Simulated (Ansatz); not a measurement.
Given:

AlRu:
Space group Pm-3m (No. 221); a = b = c = 2.983 Å, α = β = γ = 90.00°

| atom | site | symmetry | x | y | z |
|---|---|---|---|---|---|
| Al | 1a | m-3m | 0.0000 | 0.0000 | 0.0000 |
| Ru | 1b | m-3m | 0.5000 | 0.5000 | 0.5000 |

This is the r²SCAN-relaxed structure.

Task: All from r²SCAN (plane waves, PAW; program Ansatz), unless another level is named. Predict the density of states at the Fermi level.

Result: 0.78 states/eV per atom (mean over ±0.08 eV).

Task: What about the formation energy from the elements (no fitted shifts)?

Result: -0.71 eV/atom.

Task: Predict the gap with spin–orbit coupling.

Result: none (metallic).

The cell was relaxed with r²SCAN under the symmetry of its start; phonons on a q-mesh show no instability. The run is not spin-polarised. The references are the lowest solids computed at this level, not always the standard phases. Spin–orbit coupling is left out wherever it is not named.

Potentials: the later of the program's two PAW sets.
